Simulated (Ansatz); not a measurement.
Si2Ni:
```cif
data_NiSi2
_chemical_formula_sum 'Si2 Ni1'
_space_group_name_H-M_alt 'P 1'
_space_group_IT_number 1
_cell_length_a 3.81008
_cell_length_b 3.81008
_cell_length_c 3.81008
_cell_angle_alpha 60.000
_cell_angle_beta 60.000
_cell_angle_gamma 60.000
loop_
_space_group_symop_operation_xyz
  'x, y, z'
loop_
_atom_site_label
_atom_site_type_symbol
_atom_site_fract_x
_atom_site_fract_y
_atom_site_fract_z
_atom_site_occupancy
Si1 Si 0.25000 0.25000 0.25000 1
Si2 Si 0.75000 0.75000 0.75000 1
Ni1 Ni 0.00000 0.00000 0.00000 1
```

Relaxed with PBEsol.

Question: Decompose the optical modes at the zone centre into irreducible representations, and say which are infrared and Raman allowed.

Answer: Point group m-3m: Γ_opt = T1u + T2g. Infrared: T1u. Raman: T2g.

Question: Assign frequencies (DFPT, PBEsol in the plane-wave PAW code Ansatz).

Answer: T1u 310, T2g 329 cm⁻¹.

Space group Fm-3m (fluorite or antifluorite type). The cell was relaxed with PBEsol under the symmetry of its start. No spin polarisation was allowed. As this level gives no gap, phonon frequencies hold no LO–TO term and depend on the k-mesh and smearing (Fermi–Dirac, 0.1 eV here).

Potentials: the earlier of the program's two PAW sets. The files were generated under PBE; for other functionals the program regenerates the frozen cores, and for LDA and PBEsol the local potential too.
